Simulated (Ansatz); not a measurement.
The cell below belongs to a search over invented structures; it isn't taken from experiment.

Input and command of a plane-wave DFT calculation in Ansatz:

```yaml
crystal:
  lattice:
    - [-1.6489939275, 1.6489939275, 7.0962919009]
    - [1.6489939275, -1.6489939275, 7.0962919009]
    - [1.6489939275, 1.6489939275, -7.0962919009]
  atoms:
    - { symbol: Hf, position: [0.0, 0.0, 0.0] }
    - { symbol: Hf, position: [0.3223965708, 0.3223965708, 0.0] }
    - { symbol: Hf, position: [0.6776034292, 0.6776034292, 0.0] }
    - { symbol: H, position: [0.5836593325, 0.0836593325, 0.5] }
    - { symbol: H, position: [0.0836593325, 0.5836593325, 0.5] }
    - { symbol: H, position: [0.4163406675, 0.9163406675, 0.5] }
    - { symbol: H, position: [0.9163406675, 0.4163406675, 0.5] }
basis:
  ecutwfc: 500
kpoints:
  mp_grid: { grid: [14, 14, 14] }
hamiltonian:
  xc: r2scan
scf:
  occupations: { method: gaussian, width: 0.1 }
output:
  forces: true
  stress: true
  eigenvalues: true
```

```bash
ansatz run input.yaml --threads 1 --pin off --max-ram 2560MiB --backend cpu --events-out ev --progress --plain --runs-dir out
```

Processor: Arm Neoverse V1, 1 thread, on a host shared with other jobs.

Problem. How long does it run, and how much memory does it take?

Solution. About 2.3 min, peak memory 1 GiB. It solves 50 bands at 244 k points (after reduction by symmetry) with about 1941 plane waves, in 10 SCF iterations.
